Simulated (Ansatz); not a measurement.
**Epitaxial strain in SnSe$_{2}$: moduli and critical thickness**

These are results of DFT r2SCAN, scalar-relativistic, plane waves, PAW in Ansatz, not measurements. (500 eV cutoff, 12×12×4 k-mesh, Gaussian smearing of 0.02 eV, no spin polarisation)

The relaxed crystal:

```yaml
crystal:
  lattice:
    - [3.84056, 0.00000, 0.00000]
    - [-1.92028, 3.32602, 0.00000]
    - [0.00000, 0.00000, 6.52463]
  atoms:
    - { symbol: Sn, position: [0.00000, 0.00000, 0.00000] }
    - { symbol: Se, position: [0.66667, 0.33333, 0.75877] }
    - { symbol: Se, position: [0.33333, 0.66667, 0.24123] }
```

The a-b plane is strained alike in both directions, as on a substrate, while c and the atoms relax within the symmetry that the strain leaves. Stress is positive in compression; energies are free energies at the smearing used, per atom.

```csv
strain (%),c (Å),σ in plane (GPa),ΔE (meV/atom)
-6.0,6.7945,9.93,92.99
-4.0,6.7224,6.02,38.98
-2.0,6.6337,2.74,9.18
+0.0,6.5246,0.00,0.00
+2.0,6.4054,-2.30,8.23
+4.0,6.2572,-4.20,30.94
+6.0,6.0801,-5.76,65.40
```

Q: Get the biaxial modulus twice, from the stresses and from the energies of the innermost pair.

A: From stress: M = −Δσ/Δε = (2.74 − (-2.30)) / 0.040 = 126 GPa. Two in-plane directions each store σε/2, so the energy density is Mε²: M = (mean ΔE)/(V ε²) = 8.70 meV / (27.781 Å³ × 0.020²) × 0.16022 GPa Å³/meV = 125 GPa. The two agree.

Q: How well does Mε², with M from the stresses, predict the outermost points?

A: 78.6 meV predicted against 93.0 computed at -6.0 %; 78.6 meV predicted against 65.4 computed at +6.0 %. Compression costs more than stretching, the usual sign of bonds that stiffen as they shorten.

Q: How does c respond, and up to what thickness can a film with 1 % or 2 % misfit stay coherent on a thick substrate?

A: c answers with ε_c = −0.88 ε. In an isotropic solid that ratio is 2ν/(1 − ν), so ν = r/(2 + r) = 0.30. A film of thickness h stores Mε²h per area, 12.6 mJ/m² per nm at 1 %. The Matthews–Blakeslee balance for pure edge misfit dislocations, h = b/(8πf(1 + ν)) × (ln(h/b) + 1), with b taken as the in-plane vector a = 3.84 Å, solved by iteration, gives 3.9 nm at f = 1 % and 1.3 nm at 2 %. This is an isotropic estimate in which the moduli cancel; the real Burgers vector, glide system, anisotropy and slow kinetics can shift it by a factor of a few, mostly upward.